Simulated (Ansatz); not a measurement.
LaPd₃:
```
CELL_PARAMETERS angstrom
      4.20122     0.00000     0.00000
      0.00000     4.20122     0.00000
      0.00000     0.00000     4.20122
ATOMIC_POSITIONS crystal
  La 0.00000 0.00000 0.00000
  Pd 0.50000 0.00000 0.50000
  Pd 0.00000 0.50000 0.50000
  Pd 0.50000 0.50000 0.00000
```

Relaxed with r²SCAN. Special points in fractions of this cell's reciprocal vectors: Γ (0.000, 0.000, 0.000); X (0.000, 0.500, 0.000); M (0.500, 0.500, 0.000); R (0.500, 0.500, 0.500).

Q: List the band energies nearest the Fermi level at these points for r²SCAN in the plane-wave PAW code Ansatz.

A: In eV from the Fermi level; about four levels below and three above (degenerate sets whole), none deeper than 8.9 eV; points with the same levels are listed once.

```
k                          below                above
-  -----------------------------  -------------------
Γ        -1.13 -0.64 -0.64 -0.64       2.70 2.70 2.70
X        -1.67 -1.49 -1.46 -0.64       1.94 1.94 2.53
M        -2.14 -2.14 -1.78 -0.69  1.99 1.99 2.89 2.89
R  -2.52 -2.52 -0.96 -0.96 -0.96  0.27 2.15 2.15 2.15
```

Space group Pm-3m (Cu3Au type). The first step of the workflow began from a Materials Project structure, measured or hypothetical; the Crystallography Open Database files this formula in space group No. 221, but the cells were not matched. Whether it is the stable phase at ambient conditions was not checked. The r²SCAN relaxation kept the symmetry of its start; its stability against distortions is not shown here. The run is not spin-polarised. Spin–orbit coupling is left out wherever it is not named.

Potentials: the later of the program's two PAW sets.
